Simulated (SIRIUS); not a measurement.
Input and output of a self-consistent single point for C (P6_3/mmc, 4 atoms in the cell; from Materials Project mp-48) (SIRIUS).

Method: LDA (PW92), GBRV LDA ultrasoft pseudopotentials (plane waves; SIRIUS).

```
CELL_PARAMETERS angstrom
      2.46729     0.00000     0.00000
     -1.23365     2.13674     0.00000
      0.00000     0.00000     7.80307
ATOMIC_POSITIONS crystal
  C  0.00000 0.00000 0.25000
  C  0.00000 0.00000 0.75000
  C  0.33333 0.66667 0.25000
  C  0.66667 0.33333 0.75000
```

Reference input (self-consistent single point, DFT, LDA (PW92), plane waves, GBRV LDA ultrasoft pseudopotentials): parameters.ngridk = 12 12 4; parameters.xc_functionals = [XC_LDA_X, XC_LDA_C_PW]; parameters.gk_cutoff = 6.325 1/bohr; parameters.pw_cutoff = 14.143 1/bohr; parameters.smearing = fermi_dirac; parameters.smearing_width = 0.00183747 Ha; potentials = GBRV LDA ultrasoft pseudopotentials; parameters.electronic_structure_method = pseudopotential; parameters.num_bands = 12; parameters.num_mag_dims = 0; parameters.num_dft_iter = 100; parameters.energy_tol = 1e-07 Ha. This run's input differs from it in these lines:

```diff
@@ -16,3 +16,3 @@
     "pw_cutoff": 14.143,
-    "ngridk": [12, 12, 4],
+    "ngridk": [5, 5, 2],
     "smearing": "fermi_dirac",
```

The program printed (abridged):

```
[find] density tolerance         : 1e-06
[find] total energy tolerance    : 1e-07
[find] iter_solver_tol (initial) : 0.01
[find] iter_solver_tol (target)  : 1e-13
[find] num_dft_iter              : 100
Charges and magnetic moments
--------------------------------------------------------------------------------
total charge          : 16.000000
[find] | SCF iteration   0 out of 100|
[diagonalize] iterative solver tolerance (occupied, empty): 0.01 0.01
[diagonalize] average number of iterations: 2.2
[find] Charges and magnetic moments
[find] total charge          : 16.000000
[find] Energy
   [... lines left out ...]

[find] Charges and magnetic moments
[find] total charge          : 16.000000
[find] Energy
[find] smearing (-TS)                 :      -0.00000000
[find] Total energy                   :     -23.05252985 (Ha),     -46.10505969 (Ry)
[find] Free energy (E-TS)             :     -23.05252985 (Ha),     -46.10505969 (Ry)
[find] band gap (eV)                  :       2.60373772
[find] Efermi                         :       0.18730856
[find] iteration : 21, RMS (target) : 2.4558e-07 (1.0000e-06) , energy difference (target) : -1.3038e-12 (1.0000e-07)
[find] bands are converged : true
[find] iterative solver converged : false
[find] converged after 22 SCF iterations!
[find] Charges and magnetic moments
[find] total charge          : 16.000000
[find] Energy
[find] smearing (-TS)                 :      -0.00000000
[find] Total energy                   :     -23.05252985 (Ha),     -46.10505969 (Ry)
[find] Free energy (E-TS)             :     -23.05252985 (Ha),     -46.10505969 (Ry)
[find] band gap (eV)                  :       2.60373772
[find] Efermi                         :       0.18730856
[ground_state] === stress tensor components [kbar] ===
[ground_state] === stress_total ===
[ground_state]   103.792757   -0.000000    0.000000
[ground_state]    -0.000000  103.792740   -0.000000
[ground_state]     0.000000   -0.000000   17.086245
[ground_state] ==== total Forces in Ha/bohr =====
[ground_state] atom:    0, force:      -0.0000000     -0.0000000      0.0000000
   [... zero for the other atoms too ...]
```

The run converged in 22 iterations. SIRIUS prints the stress tensor with tension positive. Against the reference run the free energy goes up by 9.7 meV/atom and the pressure goes from -7.65 to -7.49 GPa.

This run is one point of a test of settings, so its values need not be converged; read them against the reference run alone. The structure comes from a collection of computed structures, made at another level of theory; the collection holds predicted forms beside known ones.

The gap that the log prints is read on the run's mesh, which can miss the band edges or a crossing.
